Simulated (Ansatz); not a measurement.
Cu Kα1 powder pattern (kinematic, no thermal factors).
```csv
2θ (°),relative intensity
13.59,2
19.15,2
20.33,4
23.55,100
27.21,11
27.38,5
28.07,2
28.16,2
30.53,2
33.63,1
34.27,2
38.85,22
38.98,44
44.24,1
45.94,33
46.16,16
48.19,5
56.12,7
56.50,4
61.70,7
61.88,13
63.46,2
63.55,2
63.81,2
70.44,15
70.69,7
75.35,7
75.52,4
75.84,4
83.40,2
83.72,5
88.19,5
88.35,5
88.66,5
```

The pattern is computed from a structure relaxed with Ansatz 0.2.0, DFT PBE, scalar-relativistic, plane waves, PAW. No spin polarisation. Its elements are Cd, Mg, Te.

Task: Give the structure.

Result: Mg3CdTe4.
Space group P-4m2 (No. 115). a = 4.632 Å, b = 4.632 Å, c = 13.019 Å, α = 90.00°, β = 90.00°, γ = 90.00°
| atom | site | symmetry | x | y | z |
| --- | --- | --- | --- | --- | --- |
| Mg | 2f | 2mm. | 0.5000 | 0.5000 | 0.2522 |
| Mg | 1d | -4m2 | 0.0000 | 0.0000 | 0.5000 |
| Cd | 1a | -4m2 | 0.0000 | 0.0000 | 0.0000 |
| Te | 2g | 2mm. | 0.5000 | 0.0000 | 0.3761 |
| Te | 2g | 2mm. | 0.5000 | 0.0000 | 0.8709 |

A pattern alone doesn't exclude other cells with like lines; this is the one computed.

The structure comes from a generated guess; another structure or a mixture of phases may lie lower.
